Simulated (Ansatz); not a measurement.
MgTe:
```xyz
2
Lattice="0.0000 3.2547 3.2547 3.2547 0.0000 3.2547 3.2547 3.2547 0.0000" Properties=species:S:1:pos:R:3 pbc="T T T"
Mg     0.0000     0.0000     0.0000
Te     1.6273     1.6273     1.6273
```

Relaxed with PBE. Special points in fractions of this cell's reciprocal vectors: Γ (0.000, 0.000, 0.000); X (0.500, 0.000, 0.500); U (0.625, 0.250, 0.625); K (0.375, 0.375, 0.750); L (0.500, 0.500, 0.500); W (0.500, 0.250, 0.750).

Task: List the band energies nearest the valence-band maximum at these points for PBE with spin–orbit coupling (plane waves, PAW; program Ansatz).

Result: In eV from the valence-band maximum; about four levels below and three above (degenerate sets whole), none deeper than 8.9 eV; points with the same levels are listed once.

| k | below | above |
|---|---|---|
| Γ | 0.00 0.00 0.00 0.00 | 2.07 2.07 5.18 5.18 5.18 5.18 5.18 5.18 |
| X | -1.60 -1.60 -1.20 -1.20 | 2.62 2.62 3.27 3.27 |
| U | -2.32 -2.00 -1.17 -1.14 | 3.20 3.21 4.82 |
| L | -0.92 -0.92 -0.43 -0.43 | 2.91 2.91 5.25 5.25 |
| W | -2.37 -1.90 -1.63 -1.57 | 4.28 4.30 5.16 |

Space group F-43m (zinc blende). The PBE relaxation kept the symmetry of its start.

Potentials: the later of the program's two PAW sets.
